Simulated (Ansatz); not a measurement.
**Compressing YIr2Si2: a fit and a missing row**

YIr2Si2, P4/nmm, a = 4.091 Å, c = 9.771 Å. The structure is a COD entry; whether it is the stable form wasn't checked. Ansatz: PBEsol, PAW, 420 eV, Γ-centred 10×10×4 mesh on 10 atoms, Gaussian smearing 0.10 eV; no spin polarisation. Shape and atoms are relaxed at each volume; pressure is positive in compression.

```tsv
V (Å³/atom)	P (GPa)
14.390	?
14.881	22.68
15.371	13.85
15.862	6.36
16.352	0.00
16.843	-5.38
17.334	-9.93
17.988	-14.91
```

Q: Take V0 = 16.352 Å³/atom, fit the third-order Birch–Murnaghan form to the other rows, and predict the missing pressure.

A: With the Eulerian strain f = ½[(V0/V)^(2/3) − 1] and y = P/[3f(1 + 2f)^(5/2)], the form is the line y = B0 + 1.5 B0 (B0′ − 4) f. Rows (f, y): 0.03243, 199.2; 0.02105, 197.8; 0.01024, 196.8; -0.00977, 192.8; -0.01907, 191.3; -0.03080, 189.2. Means f = 0.0006800, y = 194.52; Σ(Δf)² = 0.003005, ΣΔfΔy = 0.4862; the slope is their ratio. y = 194.4 + 161.8 f GPa, so B0 = 194.4 GPa and B0′ = 4 + 2 × (161.8)/(3 × 194.4) = 4.55. At V = 14.390, f = 0.04447, y = 201.60 and P = 33.28 GPa. The run gave 33.09 GPa, so the fit is 0.19 GPa too high, a small miss on the scale of the series.

Spin–orbit coupling is left out, which can shift energies with elements as heavy as these.